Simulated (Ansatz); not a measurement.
# K$_{2}$BePtF$_{6}$ in Ansatz, settings compared

The input file (Ansatz 0.2.0, plane waves):

```yaml
crystal:
  lattice:
    - [0.0, 4.038934, 4.038934]
    - [4.038934, 0.0, 4.038934]
    - [4.038934, 4.038934, 0.0]
  atoms:
    - { symbol: K, position: [0.25, 0.25, 0.25] }
    - { symbol: K, position: [0.75, 0.75, 0.75] }
    - { symbol: F, position: [0.762, 0.238, 0.238] }
    - { symbol: F, position: [0.238, 0.762, 0.238] }
    - { symbol: F, position: [0.238, 0.762, 0.762] }
    - { symbol: F, position: [0.762, 0.238, 0.762] }
    - { symbol: F, position: [0.238, 0.238, 0.762] }
    - { symbol: F, position: [0.762, 0.762, 0.238] }
    - { symbol: Pt, position: [0.0, 0.0, 0.0] }
    - { symbol: Be, position: [0.5, 0.5, 0.5] }
  symmetry: { tolerance: 0.0003 }
kpoints:
  mp_grid: { grid: [4, 4, 4], shift: [0, 0, 0] }
magnetization:
  spin_polarized: false
scf:
  occupations: { method: tetrahedron }
hamiltonian:
  pseudopotentials: { kind: paw }
  xc: r2scan
basis:
  ecutwfc: 500
output:
  forces: true
  stress: true
  eigenvalues: true
```

Run with:

```bash
ansatz run input.yaml --threads 1 --pin off --max-ram 2560MiB --backend cpu --events-out ev --progress --plain --runs-dir out
```

Origin of the cell: a known structure type with other elements, at an estimated volume, so it need not be a known compound.

Output of this run (shortened):

```
Warning: output.forces, output.stress, relax.cell or npt_langevin: where a Kohn–Sham band that disperses or a degenerate level is filled in part under the method tetrahedron, the forces or th […]
band count auto-derived: 51 (N_el = 80.0; filled up to band 40; 50 by the electrons, moments and atoms)
Pseudopotentials: kind: paw
Pseudopotential: K, paw, valence charge 9, recommended cutoff 500 eV (meta_gga), K.paw.azcp
Pseudopotential: F, paw, valence charge 7, recommended cutoff 500 eV (meta_gga), F.paw.azcp
Pseudopotential: Pt, paw, valence charge 18, recommended cutoff 500 eV (meta_gga), Pt.paw.azcp
Pseudopotential: Be, paw, valence charge 2, recommended cutoff 500 eV (meta_gga), Be.paw.azcp
Functional definition: r2SCAN
  exchange = r2scan_x(k0 = k0, k1 = k1, a1 = a1)
  correlation = r2scan_c
Crystal: 10 atoms, lattice volume = 131.774 Å³
[… 17 lines left out …]
Initial density: superposition of atomic densities (neutral atoms: chi_scale 0, normalization atom), corrected by the library's trained network
Functional: x = r2scan, c = r2scan; τ floored in thin density (d = 2e-4 eV/Å³)
SCF iter   1: F=—  HF=-20574.468374 eV  Δρ=8.91e-3  dr2=1.41e-1  dr2_τ=3.03e-1  defer=3
SCF iter   2: F=—  HF=-20574.664645 eV  Δρ=4.90e-3  dr2=4.35e-2  dr2_τ=2.20e-3  defer=33
SCF iter   3: F=—  HF=-20574.659974 eV  Δρ=1.21e-3  dr2=4.62e-3  dr2_τ=1.72e-4  defer=33
SCF iter   4: F=—  HF=-20574.659403 eV  Δρ=4.66e-4  dr2=6.80e-4  dr2_τ=2.84e-5  defer=33
SCF iter   5: F=—  HF=-20574.659257 eV  Δρ=3.53e-4  dr2=1.38e-4  dr2_τ=1.93e-5  defer=33
SCF iter   6: F=—  HF=-20574.659315 eV  Δρ=9.73e-5  dr2=2.81e-5  dr2_τ=1.40e-6  defer=33
SCF iter   7: F=—  HF=-20574.659458 eV  Δρ=3.89e-5  dr2=2.70e-6  dr2_τ=1.97e-7  defer=33
SCF iter   8: F=—  HF=-20574.659466 eV  Δρ=8.75e-6  dr2=1.14e-7  dr2_τ=1.05e-8  defer=33
SCF iter   9: F=-20574.659467 eV  HF=-20574.659467 eV  Δρ=1.90e-6  dr2=4.91e-9  dr2_τ=1.17e-9
SCF 1 converged in 9 iterations: F = -20574.659467 eV  dr2 = 4.91e-9
SCF converged after 9 iterations
Stability not checked: this state was not tested for a lower state beside it, because cold or Methfessel-Paxton smearing, or corrected tetrahedra, fill the levels in a way that the test cannot read (fill_not_monotonic; […]
Free energy (F): -20574.659467 eV
Harris-Foulkes:  -20574.659467 eV  (|F-HF|=1.23e-9)
Internal energy: -20574.650305 eV  (E = F + TS)
E sigma→0 (E₀):  -20574.659467 eV
Entropy (-TS):   -0.009162 eV (-0.916 meV/atom)
Fermi energy:    9.842554 eV
--- Per-component energies (eV) ---
  E_band       = -760.728852
  E_kinetic    = 2424.584123
  E_local      = -7762.025055  (includes V_loc(G=0)·N_el)
  E_nonlocal   = 675.093201
  E_hartree    = 3001.493591
  E_xc         = -1013.068191
  E_vxc        = -1429.691335  (∫ρ·V_xc dr)
  E_paw        = -12336.400529  (= ΣΔE_a)
  E_vpaw       = -766.761178  (= ΣTr[D̂ρ^β])
  E_aug_tail   = 0.006702  (compensation charges beyond the density's cutoff)
  E_vtau       = 95.075542  (kinetic-family band-sum trace: ∫τ·v_τ [+ j·A + Jᵃ·Aᵃ] dr)
  E_ewald      = -5563.509905
  E_core_change = -0.824241  (= ΣΔE_core)
  E_smearing   = -0.009162  (= −TS)
  Σ components = -20574.659467   (vs F -20574.659467, Δ=0.00e0)
--- Forces (eV/Å), atoms counted from 1 ---
[… 5 lines left out …]
  atom   6  F      0.000000    -5.123008    -0.000000
  atom   7  F      0.000000     0.000000     5.123008
  atom   8  F      0.000000     0.000000    -5.123008
  atom   9  Pt    -0.000000     0.000000    -0.000000
  atom  10  Be    -0.000000     0.000000     0.000000
  max |Σ_I F_I| component: 7.99e-15 eV/Å
--- Stress (GPa, compression-positive) ---
       16.530191      -0.000000      -0.000000
       -0.000000      16.530191       0.000000
       -0.000000       0.000000      16.530191
  P = ⅓ Tr σ = 16.5302 GPa (165.302 kbar)
```

The same input was run again with these changes:

1. `hamiltonian.xc` r2scan → pbe
2. `scf.eigensolver.kind` default → davidson; `basis.ecutrho_ratio` default → 6
3. `scf.convergence.dr2_threshold` default → 1.0e-11; `basis.ecutwfc` 500 → "700 eV"; `accuracy` default → high
4. `scf.lower_state_search` default → light

| run | end | SCF iterations | P (GPa) | max force component (eV/Å) | moment (μB) | ΔE(σ→0) (meV/atom) |
| --- | --- | --- | --- | --- | --- | --- |
| base | converged | 9 | 16.53 | 5.123 | – | 0 |
| 1 | converged | 8 | 19.86 | 4.927 | – | – |
| 2 | converged | 9 | 16.53 | 5.123 | – | 0.00 |
| 3 | converged | 12 | 16.50 | 5.118 | – | -4.67 |
| 4 | converged | 9 | 16.53 | 5.123 | – | 0.00 |

Energies are compared only where functional, datasets, charge and starting cell are the same.

Caveats of the base run: forces and stress under tetrahedra may miss the slope of the energy; no moments, though an odd count or open d shells may carry them; no spin-orbit coupling, though heavy elements are present; the given cell is far from equilibrium, with atoms too close or a volume far off; the k mesh is coarse if the cell is a metal.

The base run ran for 8.2 s on 1 thread of Arm Neoverse V2, with other jobs on the host, peak memory 0.79 GiB, from the program's own first density.
